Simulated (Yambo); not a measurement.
**Convergence of the G0W0 gap of KScS₂O₈**

G0W0@LDA for KScS2O8 (space group C2/m, No. 12) in Yambo. Reference settings: 2×2×1 Γ-centred k mesh, bands 2 to 277 and a 7 Ry block in the screening, 277 bands in G with the Bruneval-Gonze terminator, plasmon pole fitted at 27.2 eV. The LDA gap (-0.5, -0.5, 0) → (-0.5, -0.5, 0) on this mesh is 4.19 eV; G0W0 gaps are taken between the same points.

```
change from the reference                                  G0W0 gap (-0.5, -0.5, 0) → (-0.5, -0.5, 0) (eV)  shift of the valence edge (eV)        rough Yambo cost
---------------------------------------------------------  -----------------------------------------------  ------------------------------  ----------------------
reference settings                                                                                    8.00                           -1.37                       1
75 bands in W, 75 bands in G                                                                          8.34                           -1.25               about 1/4
111 bands in W, 111 bands in G                                                                        8.12                           -1.24               about 1/2
exchange cut at 20 Ry                                                                                 8.01                           -0.98                       –
exchange cut at 5 Ry                                                                                  7.79                            1.92                       –
111 bands in W, 111 bands in G, 2 Ry block                                                            8.99                           -1.73               about 1/4
111 bands in W, 111 bands in G, 3 Ry block                                                            8.42                           -1.41               about 1/4
158 bands in W, 158 bands in G, 2 Ry block                                                            8.91                           -1.73               about 1/3
158 bands in W, 158 bands in G, 3 Ry block                                                            8.33                           -1.43               about 1/3
158 bands in W, 158 bands in G, 4 Ry block                                                            8.17                           -1.33               about 1/3
217 bands in W, 217 bands in G, 3 Ry block                                                            8.29                           -1.45               about 1/2
4 Ry block                                                                                            8.12                           -1.38  within a factor of two
6 Ry block                                                                                            8.00                           -1.35  within a factor of two
75 bands in W, 75 bands in G, 3 Ry block, no terminator                                               8.84                           -1.27               about 1/6
111 bands in W, 111 bands in G, 3 Ry block, no terminator                                             8.54                           -1.22               about 1/4
```

The reference isn't shown to be the converged limit. Costs are rough (shared machines), scaled to the same edge states, and given only for runs that recompute the screening.

Geometry of the Materials Project entry, not relaxed at this level; primitive cell a = b = 5.0442 Å, c = 8.1828 Å, α = β = 93.94°, γ = 64.31°.

The structure is a Materials Project entry; no match was found in the copy of COD used, and its stability was not checked.

A shift is the quasiparticle energy of the state minus its LDA energy.
